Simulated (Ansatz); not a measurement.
An Ansatz input and the part of its output that reports the observables at the nuclei.

The cell is a computed structure from the Materials Project (it need not be an observed phase), atoms as given.

```yaml
crystal:
  lattice:
    - [11.175836, 0.0, 0.0]
    - [0.0, 5.135088, 0.0]
    - [0.0, 0.0, 5.260137]
  atoms:
    - { symbol: Li, position: [0.420723, 0.981085, 0.261865] }
    - { symbol: Li, position: [0.079277, 0.481085, 0.761865] }
    - { symbol: Li, position: [0.920723, 0.518915, 0.261865] }
    - { symbol: Li, position: [0.579277, 0.018915, 0.761865] }
    - { symbol: H, position: [0.1606, 0.993204, 0.618672] }
    - { symbol: H, position: [0.8394, 0.006796, 0.118672] }
    - { symbol: H, position: [0.6606, 0.506796, 0.618672] }
    - { symbol: H, position: [0.3394, 0.493204, 0.118672] }
    - { symbol: H, position: [0.630305, 0.56544, 0.150063] }
    - { symbol: H, position: [0.869695, 0.06544, 0.650063] }
    - { symbol: H, position: [0.130305, 0.93456, 0.150063] }
    - { symbol: H, position: [0.369695, 0.43456, 0.650063] }
    - { symbol: P, position: [0.344605, 0.684892, 0.744944] }
    - { symbol: P, position: [0.655395, 0.315108, 0.244944] }
    - { symbol: P, position: [0.844605, 0.815108, 0.744944] }
    - { symbol: P, position: [0.155395, 0.184892, 0.244944] }
    - { symbol: O, position: [0.428207, 0.884076, 0.627405] }
    - { symbol: O, position: [0.928207, 0.615924, 0.627405] }
    - { symbol: O, position: [0.571793, 0.115924, 0.127405] }
    - { symbol: O, position: [0.071793, 0.384076, 0.127405] }
    - { symbol: O, position: [0.123799, 0.162376, 0.541789] }
    - { symbol: O, position: [0.21093, 0.734207, 0.705863] }
    - { symbol: O, position: [0.623799, 0.337624, 0.541789] }
    - { symbol: O, position: [0.876201, 0.837624, 0.041789] }
    - { symbol: O, position: [0.71093, 0.765793, 0.705863] }
    - { symbol: O, position: [0.28907, 0.234207, 0.205863] }
    - { symbol: O, position: [0.376201, 0.662376, 0.041789] }
    - { symbol: O, position: [0.78907, 0.265793, 0.205863] }
kpoints:
  mp_grid: { grid: [2, 5, 4] }
scf:
  occupations: { method: fermi_dirac, width: 0.02 }
hamiltonian:
  xc: pbe
  pseudopotentials: { kind: paw }
output:
  forces: true
  stress: true
  populations: true
  efg:
    quadrupole_moments_barn: { Li: -0.0401, H: 0.00285783, O: -0.02558 }
    contact_densities: true
```

```sh
ansatz run input.yaml --threads 1 --pin off --max-ram 2560MiB --backend cpu --events-out ev --progress --plain --runs-dir out
```

Of the output, the block on the nuclei alone is shown; the set-up, the SCF iterations, energies, forces and stress are cut. One atom of each set with nearly equal values is shown.

```
--- PAW observables at the nuclei: V_zz in 10²¹ V/m², potentials from the cell's mean, atoms counted from 1 ---
  atom   1  Li V_zz =    +0.083457   η = 0.3741   by run symmetry: allowed   C_q = -0.0809 MHz
            electrostatic potential = -165.843858 V   contact ρ = 94.489463 e/Å³
  atom   5  H  V_zz =    +1.827481   η = 0.1616   by run symmetry: allowed   C_q = +0.1263 MHz
            electrostatic potential = -34.074059 V   contact ρ = 2.476466 e/Å³
  atom   9  H  V_zz =    +1.640191   η = 0.0197   by run symmetry: allowed   C_q = +0.1133 MHz
            electrostatic potential = -37.522470 V   contact ρ = 3.093716 e/Å³
  atom  13  P  V_zz =    +4.323928   η = 0.3967   by run symmetry: allowed
            electrostatic potential = -1486.223790 V   contact ρ = 16010.040768 e/Å³
  atom  17  O  V_zz =    +8.142517   η = 0.1984   by run symmetry: allowed   C_q = -5.0363 MHz
            electrostatic potential = -617.459618 V   contact ρ = 2156.335337 e/Å³
  atom  21  O  V_zz =   -10.313945   η = 0.9717   by run symmetry: allowed   C_q = +6.3794 MHz
            electrostatic potential = -616.326673 V   contact ρ = 2155.453086 e/Å³
  atom  22  O  V_zz =    +7.977079   η = 0.3394   by run symmetry: allowed   C_q = -4.9340 MHz
            electrostatic potential = -617.382523 V   contact ρ = 2156.622325 e/Å³
```

Hardware: 1 thread of Intel Xeon Platinum 8488C (Sapphire Rapids) (x86_64; 16 cores open to the job, memory cap 2.5 GiB, no GPU), a shared host with a load of 0.3 a core. Wall time 43 s, CPU time 43 s, peak memory 0.72 GiB.

With these PAW files V_zz is typically within 2 to 3 % of all-electron values, but misses above 10 % occur on Li.
